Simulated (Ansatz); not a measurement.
Computed with DFT PBE, scalar-relativistic, plane waves, PAW in Ansatz. Settings: cutoff 420 eV, Γ-centred meshes spaced at most about 0.3 Å⁻¹, and about 0.25 Å⁻¹ or finer for metals (2π included), Gaussian smearing. No spin polarisation in the final relaxations.

Each of these unrelaxed guesses is relaxed in cell and atoms within its symmetry. A guess keeps its type if space group and coordination stay and the shape of the cell changes little (axis ratios within about 15 %, angles within 6°); the volume may change.

1. ZnB6

```
Zn B
1.0
     3.96194    0.00000    0.00000
     0.00000    3.96194    0.00000
     0.00000    0.00000    3.96194
Zn B
1 6
Direct
  0.00000 0.00000 0.00000
  0.20700 0.50000 0.50000
  0.50000 0.20700 0.50000
  0.79300 0.50000 0.50000
  0.50000 0.79300 0.50000
  0.50000 0.50000 0.20700
  0.50000 0.50000 0.79300
```

2. Si2Cl

```
Si Cl
1.0
     2.04051    1.17809    3.35727
    -2.04051    1.17809    3.35727
     0.00000   -2.35617    3.35727
Si Cl
2 1
Direct
  0.24876 0.24876 0.24876
  0.75124 0.75124 0.75124
  0.00000 0.00000 0.00000
```

3. LiOs

```
Li Os
1.0
     1.48794    0.85906    4.56845
    -1.48794    0.85906    4.56845
     0.00000   -1.71813    4.56845
Li Os
1 1
Direct
  0.00000 0.00000 0.00000
  0.50000 0.50000 0.50000
```

4. BePtBr2

```
Be Pt Br
1.0
     3.75864    0.00000    0.00000
    -1.87932    3.25508    0.00000
     0.00000    0.00000    6.15616
Be Pt Br
1 1 2
Direct
  0.00000 0.00000 0.50000
  0.00000 0.00000 0.00000
  0.33333 0.66667 0.70294
  0.66667 0.33333 0.29706
```

**Question.** Which guesses survive the relaxation?

**Answer.** Guesses 1 and 3 keep their type.

```
guess  kept  start group  end group  V start (Å³/atom)  V end  b/a and c/a, end over start  nearest neighbours start  nearest neighbours end
    1   yes        Pm-3m      Pm-3m                8.9   10.1                   1.00, 1.00                B 5, Zn 24              B 5, Zn 24
    2    no         R-3m       R-3m               16.1   23.9                   1.00, 1.72                Cl 8, Si 7              Cl 2, Si 4
    3   yes         R-3m       R-3m               17.5   13.8                   1.00, 1.14              Li 12, Os 12            Li 12, Os 12
    4    no        P-3m1      P-3m1               18.8   23.7                   1.00, 2.03          Be 6, Br 6, Pt 8        Be 6, Br 3, Pt 6
```

Neighbours count within 15 % of an atom's shortest distance; end groups are read at 0.02 Å (0.05 Å in metals).

Weakly bound directions are ill-defined at this level, which has no dispersion term (BePtBr2 P-3m1). Spin–orbit coupling, which can matter for Os and Pt, is left out. In Si2Cl R-3m an odd number of electrons in the primitive cell allows no gap without spin; a larger cell or a magnetic state could open one. A magnetic state wasn't ruled out in cells without spin, among them Si2Cl R-3m, BePtBr2 P-3m1. Cells relaxed within their symmetry can be saddle points.
